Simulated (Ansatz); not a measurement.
Relaxation of a relaxed Zn cell squeezed uniformly to 80 % of its volume; 2 atoms in the cell, which starts as P6₃/mmc (No. 194), hP2; a = b = 2.396 Å, c = 4.738 Å, α = β = 90.00°, γ = 120.00°. Computed with r2SCAN (plane waves to 500 eV, PAW, scalar-relativistic; Ansatz, a first-principles code). Γ-centred k-mesh 22×22×10 on the run's cell, Fermi–Dirac smearing 0.05 eV. This is the first round of the run. 

The optimiser's lines from the output (shortened; P is positive under compression):

```
relax step   1: F+E_penalty+E_count = -6650.82808699 eV  Δ(F+E_penalty+E_count) = +0.000e0 eV  max|allowed force component| = 2.035e-16 eV/Å  Δτ_max = 0.0000 Å  P = +34.223 GPa  Ω = 23.557 Å³  (6 SCF iters, dr2 threshold 1.00e-7 eV, accepted)
relax step   2: F+E_penalty+E_count = -6651.20595179 eV  Δ(F+E_penalty+E_count) = -3.779e-1 eV  max|allowed force component| = 3.701e-17 eV/Å  Δτ_max = 0.0000 Å  P = +13.621 GPa  Ω = 26.325 Å³  (7 SCF iters, dr2 threshold 2.00e-7 eV, accepted)
relax step   3: F+E_penalty+E_count = -6651.31712677 eV  Δ(F+E_penalty+E_count) = -1.112e-1 eV  max|allowed force component| = 1.110e-16 eV/Å  Δτ_max = 0.0000 Å  P = +3.734 GPa  Ω = 28.358 Å³  (6 SCF iters, dr2 threshold 2.00e-7 eV, accepted)
relax step   4: F+E_penalty+E_count = -6651.33204571 eV  Δ(F+E_penalty+E_count) = -1.492e-2 eV  max|allowed force component| = 3.238e-17 eV/Å  Δτ_max = 0.0000 Å  P = +0.621 GPa  Ω = 29.110 Å³  (6 SCF iters, dr2 threshold 2.00e-7 eV, accepted)
relax step   5: F+E_penalty+E_count = -6651.33688624 eV  Δ(F+E_penalty+E_count) = -4.841e-3 eV  max|allowed force component| = 6.476e-17 eV/Å  Δτ_max = 0.0000 Å  P = -0.073 GPa  Ω = 29.094 Å³  (5 SCF iters, dr2 threshold 2.00e-7 eV, accepted)
relax step   6: F+E_penalty+E_count = -6651.33900356 eV  Δ(F+E_penalty+E_count) = -2.117e-3 eV  max|allowed force component| = 1.018e-16 eV/Å  Δτ_max = 0.0000 Å  P = -0.405 GPa  Ω = 28.620 Å³  (6 SCF iters, dr2 threshold 2.00e-7 eV, accepted)
relax step   7: F+E_penalty+E_count = -6651.34011906 eV  Δ(F+E_penalty+E_count) = -1.115e-3 eV  max|allowed force component| = 1.665e-16 eV/Å  Δτ_max = 0.0000 Å  P = +0.023 GPa  Ω = 28.620 Å³  (5 SCF iters, dr2 threshold 2.00e-7 eV, accepted)
relax step   8: F+E_penalty+E_count = -6651.34024116 eV  Δ(F+E_penalty+E_count) = -1.221e-4 eV  max|allowed force component| = 5.551e-17 eV/Å  Δτ_max = 0.0000 Å  P = -0.026 GPa  Ω = 28.689 Å³  (5 SCF iters, dr2 threshold 8.57e-8 eV, accepted)
relax step   9: F+E_penalty+E_count = -6651.34026111 eV  Δ(F+E_penalty+E_count) = -1.994e-5 eV  max|allowed force component| = 1.388e-16 eV/Å  Δτ_max = 0.0000 Å  P = -0.003 GPa  Ω = 28.730 Å³  (5 SCF iters, dr2 threshold 1.24e-8 eV, accepted)
relax step  10: F+E_penalty+E_count = -6651.34026728 eV  Δ(F+E_penalty+E_count) = -6.172e-6 eV  max|allowed force component| = 2.035e-16 eV/Å  Δτ_max = 0.0000 Å  P = +0.003 GPa  Ω = 28.715 Å³  (5 SCF iters, dr2 threshold 2.36e-9 eV, accepted)
relax step  11: F+E_penalty+E_count = -6651.34390888 eV  Δ(F+E_penalty+E_count) = -3.642e-3 eV  max|allowed force component| = 1.110e-16 eV/Å  Δτ_max = 0.0000 Å  P = +0.111 GPa  Ω = 28.715 Å³  stress off target by 1.18e-1 GPa  SCF on the basis re-selected at this cell (its energy is not comparable with the rows above)  (7 SCF iters)
relax step  12: F+E_penalty+E_count = -6651.34391204 eV  Δ(F+E_penalty+E_count) = -3.153e-6 eV  max|allowed force component| = 2.776e-16 eV/Å  Δτ_max = 0.0000 Å  P = +0.005 GPa  Ω = 28.767 Å³  (4 SCF iters, dr2 threshold 3.50e-8 eV, accepted)
relax step  13: F+E_penalty+E_count = -6651.34392947 eV  Δ(F+E_penalty+E_count) = -1.743e-5 eV  max|allowed force component| = 2.405e-16 eV/Å  Δτ_max = 0.0000 Å  P = +0.005 GPa  Ω = 28.767 Å³  stress off target by 5.94e-3 GPa  SCF on the basis re-selected at this cell (its energy is not comparable with the rows above)  (5 SCF iters)
```

From the first to the last row the energy changes by -0.26 eV/atom and the volume by +22.1 %. The last row is marked as not comparable with the walk above it, whose basis was carried along; it does compare with step 1, since both stand on a basis selected at the nominal cutoff for their own cell.

Later rounds, restarted from the end of this one on a renewed k-mesh, logged 15 more steps and released under 0.01 eV/atom more. The final structure after all rounds: P6₃/mmc (No. 194), hP2, hcp (Mg type); a = 2.5807 Å, b = 2.5807 Å, c = 5.1052 Å, α = 90.00°, β = 90.00°, γ = 120.00°. Between re-selections the logged energies stand on a plane-wave basis carried along with the cell. No spin polarisation in the result.

The run could not lose the symmetry of its start.

All atoms sit on sites fixed by symmetry, so only the cell could relax.
